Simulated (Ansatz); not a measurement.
BaTePt₃: reading a single point

```
Pt Ba Te
1.0
     3.27654    5.67513    0.00000
    -3.27654    5.67513    0.00000
     0.00000    0.00000    5.65041
Pt Ba Te
6 2 2
Direct
  0.83333 0.83333 0.25000
  0.16667 0.66666 0.75000
  0.33334 0.83333 0.25000
  0.16667 0.16667 0.75000
  0.83333 0.33334 0.25000
  0.66666 0.16667 0.75000
  0.33330 0.33340 0.25000
  0.66660 0.66670 0.75000
  0.00000 0.00000 0.00000
  0.00000 0.00000 0.50000
```

The numbers come from plane-wave PAW DFT (Ansatz): r2SCAN, no spin polarisation, 500 eV, 6×6×6 Γ-centred k points, fermi-dirac occupations (width 0.113 eV). Nothing was relaxed.

(1) Which element gives electrons and which takes them?

(2) Is there a gap?

(3) What does the stress say?

(4) Where is the largest force?

Origin: a known structure type with other elements, at an estimated volume, so it need not be a known compound. Caveats: atoms or cell far from equilibrium.

## Answers

(1) Bader charges in e: Ba +1.31, Te +1.33, Pt -0.88. In the mean Te gives up most and Pt takes most.

(2) It is a metal, with about 3.5 states/eV a cell as the mean within 0.25 eV of the Fermi level, mostly Pt d (37 %), Te p (22 %) and Pt s (18 %).

(3) The pressure is 33.0 GPa (compression positive), so with the atoms held at these fractions the cell would first expand; the forces are large, so a full relaxation may end otherwise. The principal stresses 26.5, 26.5, 46.0 GPa differ, so its shape would change too.

(4) The largest is on Pt1 (and as large on other atoms): 6.82 eV/Å, components (0.00, -6.82, 0.00). It makes 143° with the line to a nearest neighbour, Te9 at 2.36 Å, pointing away from it.
